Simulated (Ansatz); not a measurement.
Cu:
```
CELL_PARAMETERS angstrom
      0.00000     1.78005     1.78005
      1.78005     0.00000     1.78005
      1.78005     1.78005     0.00000
ATOMIC_POSITIONS crystal
  Cu 0.00000 0.00000 0.00000
```

Relaxed with r²SCAN+D4. Special points in fractions of this cell's reciprocal vectors: Γ (0.000, 0.000, 0.000); X (0.500, 0.000, 0.500); U (0.625, 0.250, 0.625); K (0.375, 0.375, 0.750); L (0.500, 0.500, 0.500); W (0.500, 0.250, 0.750).

**Question.** List the band energies nearest the Fermi level at these points for DFT-r²SCAN+D4 in the program Ansatz with PAW potentials.

**Answer.** In eV from the Fermi level; about four levels below and three above (degenerate sets whole), none deeper than 8.9 eV; … stands for higher levels left out; points with the same levels are listed once.

| k | below | above |
|---|---|---|
| Γ | -3.23 -3.23 -3.23 -2.35 -2.35 | … |
| X | -4.80 -1.75 -1.54 -1.54 | 1.53 … |
| U | -4.42 -2.97 -2.21 -1.76 | 4.63 … |
| L | -3.28 -3.28 -1.71 -1.71 -1.20 | … |
| W | -3.82 -3.82 -2.40 -1.54 | … |

Space group Fm-3m (fcc (Cu type)). Symmetry was held in the r²SCAN+D4 relaxation. The run is not spin-polarised. The pairwise dispersion correction was not fitted to metals.

Potentials: the later of the program's two PAW sets.
